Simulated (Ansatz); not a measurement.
Ag3O in space group P-31m (No. 162; O on 2d, Ag on 6k) at seven volumes, r²SCAN in the plane-wave PAW code Ansatz, shape and atoms relaxed at each. One row is withheld.

```
V (Å³/atom)  P (GPa)
-----------  -------
13.870             ?
14.327          8.13
14.784          3.67
15.242          0.00
15.699         -3.01
16.156         -5.49
16.613         -7.53
```

### Question
Fit the shown pressures and predict the withheld one.

### Answer
Third-order Birch–Murnaghan: P = (3/2)B₀(x^(7/2) − x^(5/2))[1 + (3/4)(B′ − 4)(x − 1)] with x = (V₀/V)^(2/3). Least squares on the six rows gives V₀ = 15.242 Å³/atom, B₀ = 110.7 GPa, B′ = 5.49. At V = 13.870, x = 1.0649 and P = 13.53 GPa. The run itself gave 13.53 GPa.

The workflow started from an entry of the Crystallography Open Database (COD). Whether it is the stable phase at ambient conditions was not checked. The cell was relaxed with r²SCAN under the symmetry of its start; its stability against distortions is not shown here. The run is not spin-polarised.

Potentials: the later of the program's two PAW sets.
